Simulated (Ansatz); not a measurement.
CuPt:
```cif
data_CuPt
_chemical_formula_sum 'Cu1 Pt1'
_space_group_name_H-M_alt 'P 1'
_space_group_IT_number 1
_cell_length_a 4.54548
_cell_length_b 4.54548
_cell_length_c 4.54548
_cell_angle_alpha 34.737
_cell_angle_beta 34.737
_cell_angle_gamma 34.737
loop_
_space_group_symop_operation_xyz
  'x, y, z'
loop_
_atom_site_label
_atom_site_type_symbol
_atom_site_fract_x
_atom_site_fract_y
_atom_site_fract_z
_atom_site_occupancy
Cu1 Cu 0.00000 0.00000 0.00000 1
Pt1 Pt 0.50000 0.50000 0.50000 1
```

Relaxed with r²SCAN.

Question: Which orbitals make up the states near the Fermi level in DFT-r²SCAN in the program Ansatz with PAW potentials?

Answer: Within 0.5 eV of the Fermi level: Pt 5d 62 %, Cu 3d 22 %, Cu 4s 8 %. Projections are on Löwdin-orthogonalised atomic valence shells; empty p or d shells of many metals are not among them.

Question: Tabulate the density of states.

Answer: States/eV per cell of 2 atoms, in 0.25 eV bins, energy from the Fermi level.

```
E (eV)  total  Cu 3d  Pt 5d  Cu 4s
------  -----  -----  -----  -----
-7.85    0.25   0.00   0.02   0.07
-7.60    0.28   0.01   0.03   0.07
-7.35    0.32   0.01   0.05   0.08
-7.10    0.55   0.03   0.20   0.10
-6.85    1.21   0.07   0.73   0.11
-6.60    1.12   0.06   0.70   0.09
-6.35    1.06   0.07   0.61   0.21
-6.10    1.68   0.18   1.06   0.31
-5.85    2.36   0.25   1.59   0.40
-5.60    2.21   0.24   1.66   0.21
-5.35    2.09   0.21   1.67   0.12
-5.10    1.40   0.17   1.14   0.04
-4.85    2.29   0.61   1.41   0.07
-4.60    2.65   0.88   1.47   0.06
-4.35    2.76   0.78   1.76   0.04
-4.10    3.13   0.80   2.13   0.03
-3.85    2.37   0.64   1.55   0.03
-3.60    2.31   0.79   1.34   0.04
-3.35    2.78   1.32   1.28   0.05
-3.10    4.38   2.68   1.47   0.10
-2.85    4.94   3.42   1.25   0.11
-2.60    5.36   4.04   1.09   0.10
-2.35    4.73   3.64   0.89   0.07
-2.10    5.00   3.84   1.00   0.05
-1.85    5.27   3.74   1.37   0.04
-1.60    4.05   2.83   1.09   0.03
-1.35    4.10   2.74   1.24   0.04
-1.10    3.70   1.89   1.67   0.05
-0.85    3.47   1.56   1.71   0.07
-0.60    2.75   1.03   1.57   0.05
-0.35    1.53   0.45   0.93   0.06
-0.10    0.78   0.13   0.50   0.07
0.15     0.74   0.09   0.47   0.09
0.40     0.73   0.08   0.45   0.11
0.65     0.67   0.07   0.34   0.12
0.90     0.65   0.07   0.28   0.14
1.15     0.66   0.06   0.25   0.16
1.40     0.61   0.05   0.21   0.15
1.65     0.59   0.04   0.18   0.14
1.90     0.57   0.04   0.15   0.14
2.15     0.55   0.03   0.13   0.13
2.40     0.53   0.03   0.11   0.12
2.65     0.50   0.03   0.09   0.11
2.90     0.49   0.02   0.07   0.10
3.15     0.47   0.02   0.06   0.08
3.40     0.46   0.02   0.06   0.07
3.65     0.50   0.01   0.06   0.06
3.90     0.47   0.01   0.05   0.06
4.15     0.39   0.01   0.04   0.06
4.40     0.40   0.01   0.03   0.06
4.65     0.41   0.01   0.03   0.06
```

Space group R-3m. The workflow started from a Materials Project entry (that database holds measured and hypothetical structures alike); the Crystallography Open Database copy checked does not list it. With Cu and Pt taken as one species the cell has the higher symmetry Fm-3m, so it may be an ordered model of a mixed-site phase. Its standing as an ambient phase is unchecked. The cell was relaxed with r²SCAN under the symmetry of its start; of distortions, only those at the zone centre were tested. The run is not spin-polarised. Spin–orbit coupling is left out wherever it is not named.

Potentials: the later of the program's two PAW sets.
